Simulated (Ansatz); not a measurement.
Relaxed-ion elastic tensor of MoPt (rock salt, Fm-3m) in GPa (Voigt order), r²SCAN in the plane-wave PAW code Ansatz; density 13.62 g/cm³, 17.74 Å³ per atom.

```
256  191  191  0.0  0.0  0.0
191  256  191  0.0  0.0  0.0
191  191  256  0.0  0.0  0.0
0.0  0.0  0.0  9.8  0.0  0.0
0.0  0.0  0.0  0.0  9.8  0.0
0.0  0.0  0.0  0.0  0.0  9.8
```

**Question.** Is the crystal mechanically stable?

**Answer.** Yes: the smallest eigenvalue of C is 9.8 GPa.

**Question.** Work out the Voigt, Reuss and Hill averages.

**Answer.** K_V = 212, K_R = 212, K_H = 212; G_V = 18.9, G_R = 13.6, G_H = 16.3 GPa.

**Question.** Give Young's modulus, Poisson's ratio, Pugh's ratio and the universal anisotropy index.

**Answer.** E = 9KG/(3K + G) = 47.6 GPa; ν = 0.46; K/G = 13.06 (ductile by the Pugh limit of 1.75); A_U = 5G_V/G_R + K_V/K_R − 6 = 1.98.

**Question.** Estimate the sound speeds and the Debye temperature.

**Answer.** v_l = √((K + 4G/3)/ρ) = 4150 m/s, v_t = √(G/ρ) = 1090 m/s, mean 1250 m/s; Θ = (h/k)(3n/4πV)^(1/3) v_m = 142 K.

**Question.** Give the Zener ratio and Young's modulus along [100], [110] and [111].

**Answer.** A = 2C44/(C11 − C12) = 0.30; 1/E = S11 − 2(S11 − S12 − S44/2)Γ with Γ = 0, 1/4, 1/3 gives 93.3, 34.9, 28.9 GPa.

**Question.** Solve the Christoffel equation for the three sound speeds along [100], [110], [111].

**Answer.** Eigenvalues of C_ijkl n_j n_l equal ρv². In km/s, slowest first: [100] 0.85, 0.85, 4.34; [110] 0.85, 1.55, 4.14; [111] 1.36, 1.36, 4.07.

The start of the workflow was typed in or built on a structure type; neither database checked (COD, Materials Project) lists it. Its standing as an ambient phase is unchecked. The r²SCAN relaxation kept the symmetry of its start; its stability against distortions is not shown here. No spin polarisation was allowed. The volume moved by 16 % from the start of the relaxation. Its formation energy is positive at this level, so the cell may be metastable or incomplete. As this level gives no gap, shear constants depend on the k-mesh and smearing (Fermi–Dirac, 0.1 eV here). Spin–orbit coupling is left out wherever it is not named.

Potentials: the later of the program's two PAW sets.
